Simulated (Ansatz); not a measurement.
YC2 (MoSi2 or CaC2 type, space group No. 139) at seven volumes, r²SCAN (plane waves, PAW; program Ansatz), shape and atoms relaxed at each. One row is withheld.

```
V (Å³/atom)  P (GPa)
-----------  -------
12.672             ?
13.089          8.10
13.507          3.72
13.925          0.00
14.343         -3.14
14.760         -5.78
15.178         -8.03
```

Question: Fit the shown pressures and predict the withheld one.

Answer: Third-order Birch–Murnaghan: P = (3/2)B₀(x^(7/2) − x^(5/2))[1 + (3/4)(B′ − 4)(x − 1)] with x = (V₀/V)^(2/3). Least squares on the six rows gives V₀ = 13.925 Å³/atom, B₀ = 113.5 GPa, B′ = 4.58. At V = 12.672, x = 1.0649 and P = 13.29 GPa. The run itself gave 13.25 GPa.

Space group I4/mmm (MoSi2 or CaC2 type). The workflow started from an entry of the Crystallography Open Database (COD). Whether it is the stable phase at ambient conditions was not checked. The r²SCAN relaxation kept the symmetry of its start; whether a distortion lowers the energy is not shown. No spin polarisation was allowed.

Potentials: the later of the program's two PAW sets.
